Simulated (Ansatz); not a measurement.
**InPbOF, a known structure type with other elements, at an estimated volume**

```yaml
crystal:
  lattice:
    - [3.74275, 0.00000, 0.00000]
    - [0.00000, 3.74275, 0.00000]
    - [0.00000, 0.00000, 10.40748]
  atoms:
    - { symbol: Pb, position: [0.25000, 0.25000, 0.89120] }
    - { symbol: Pb, position: [0.75000, 0.75000, 0.10880] }
    - { symbol: F, position: [0.25000, 0.25000, 0.34470] }
    - { symbol: F, position: [0.75000, 0.75000, 0.65530] }
    - { symbol: In, position: [0.25000, 0.25000, 0.59600] }
    - { symbol: In, position: [0.75000, 0.75000, 0.40400] }
    - { symbol: O, position: [0.75000, 0.25000, 0.00000] }
    - { symbol: O, position: [0.25000, 0.75000, 0.00000] }
```

Single point in Ansatz 0.2.0 with r2SCAN, no spin polarisation. Cutoff 500 eV, PAW datasets, 7×7×3 Γ-centred k mesh, fermi-dirac filling (width 0.1 eV).

- Contacts: Pb–O at 2.19 Å: least valence density 0.57 e/Å³ and ELF 0.20 there. F–In at 2.62 Å: least valence density 0.19 e/Å³ and ELF 0.09 there, a closed-shell (ionic or weak) contact. In–Pb at 3.07 Å: least valence density 0.21 e/Å³ and ELF 0.35 there. Both are smooth PAW fields, read partly inside the augmentation spheres.
- Band edges: Within 0.7 eV of the edges, the states project mainly on In s (48 %), F p (15 %) and O p (14 %) below the gap and on In p (58 %) above it.
- Forces: The largest is on Pb1 (and as large on other atoms): 2.70 eV/Å, components (0.00, 0.00, -2.70). It makes 121° with the line to a nearest neighbour, O7 at 2.19 Å.
- Stress: The pressure is 11.7 GPa (compression positive), so with the atoms held at these fractions the cell would first expand; the forces are large, so a full relaxation may end otherwise. The principal stresses 10.4, 10.4, 14.2 GPa differ, so its shape would change too.
- Electronic structure: The gap is 1.41 eV, indirect (the least direct gap found is 1.58 eV). A semilocal functional usually gives too small a gap.

Origin: a known structure type with other elements, at an estimated volume, so it need not be a known compound. Caveats: no spin-orbit coupling, which can shift this gap by tenths of an eV; atoms or cell far from equilibrium.
